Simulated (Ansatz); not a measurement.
MgAl₃N₃O in space group Pm (No. 6; Pearson symbol mP8), DFT-r²SCAN in the program Ansatz with PAW potentials. The conduction-band minimum lies at Γ, with 1 equivalent valley. Second derivatives d²E/dk² of the lowest band at one valley (eV·Å²), along Cartesian directions:

| direction | d²E/dk² |
|---|---|
| [100] | 23.38 |
| [010] | 24.64 |
| [001] | 26.25 |
| [110] | 24.01 |
| [101] | 24.45 |
| [011] | 25.44 |

**Question.** Find the principal effective masses, the density-of-states mass and the conductivity mass.

**Answer.** Off-diagonal terms follow from H_xy = H[110] − (H_xx + H_yy)/2, and m*/mₑ = 7.620 eV·Å² over each eigenvalue: 0.29, 0.31, 0.33. One valley's DOS mass (m₁m₂m₃)^(1/3) = 0.31, conductivity mass 3/(Σ 1/mᵢ) = 0.31 mₑ.

**Question.** What effective density of states Nc follows at 300 K for parabolic valleys?

**Answer.** Nc = 2.509e19 × 1 × (0.31)^(3/2) ≈ 4.3e18 cm⁻³.

The start of the workflow was typed in or built on a structure type; neither database checked (COD, Materials Project) lists it. Its standing as an ambient phase is unchecked. Symmetry was held in the r²SCAN relaxation; whether a distortion lowers the energy is not shown.

Potentials: the earlier of the program's two PAW sets.

Edges and masses are those of Kohn–Sham bands, whose gap is no quasiparticle gap.
